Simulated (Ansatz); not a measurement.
**Relaxing an invented LiGeH₃ structure**

The calculation used DFT PBE, scalar-relativistic, plane waves, PAW (Ansatz 0.2.0). Cutoff 420 eV, Gaussian smearing, Γ-centred meshes. Cell and atoms relax first on a coarse mesh and then on a finer one. In between, the cell is made exact in the group found at 0.06 Å. In metals the finer mesh still leaves noise of several meV/atom or more. The steps can't lower the symmetry of their start. No spin polarisation.

The guess for LiGeH₃ was made by a generator: random cell by space group and Wyckoff sites (Pm-3m, No. 221). Its size is a rough estimate.

Space group Pm-3m (No. 221). a = 3.207 Å, b = 3.207 Å, c = 3.207 Å, α = 90.00°, β = 90.00°, γ = 90.00°
```tsv
atom	site	symmetry	x	y	z
Li	1b	m-3m	0.5000	0.5000	0.5000
Ge	1a	m-3m	0.0000	0.0000	0.0000
H	3d	4/mm.m	0.5000	0.0000	0.0000
```

The zero of energy is the elements' standard structures at the same level (H₂ as a molecule); no fitted shifts are applied.

Task: What does it relax into?

Result: The symmetry stays Pm-3m (No. 221). The end has the cubic perovskite type. The volume per atom grows by 71.0 %, from 6.6 to 11.3 Å³. The shortest distance goes from 1.60 Å (Ge–H) to 1.92 Å (Ge–H). The energy falls by about 0.53 eV/atom (the start's value is from the coarse mesh). Conventional cell: a = 3.836 Å. Li has 12 H at 2.71 Å and 8 Ge at 3.32 Å; Ge has 6 H at 1.92 Å; H is surrounded by 2 Ge at 1.92 Å, 4 Li at 2.71 Å and 8 H at 2.71 Å.

```yaml
crystal:
  lattice:
    - [3.83554, 0.00000, 0.00000]
    - [0.00000, 3.83554, 0.00000]
    - [0.00000, 0.00000, 3.83554]
  atoms:
    - { symbol: Li, position: [0.50000, 0.50000, 0.50000] }
    - { symbol: Ge, position: [0.00000, 0.00000, 0.00000] }
    - { symbol: H, position: [0.50000, 0.00000, 0.00000] }
    - { symbol: H, position: [0.00000, 0.50000, 0.00000] }
    - { symbol: H, position: [0.00000, 0.00000, 0.50000] }
```

Task: How does it come out in energy, and is it a metal?

Result:

* Formation energy: +0.24 eV/atom
* Gap on the 10×10×10 mesh of the 5-atom cell: 0 eV (a metal)

The separate elements lie lower, so it is unstable against them.

The last run used Gaussian smearing of 0.10 eV. With hydrogen, zero-point motion can shift formation energies by some tens of meV/atom. Symmetry constrained the relaxation, so the result can be a saddle point. Another cell of LiGeH3 relaxed alike, in P4mm, lies 87 meV/atom lower, so this cell isn't the stable form at this level.
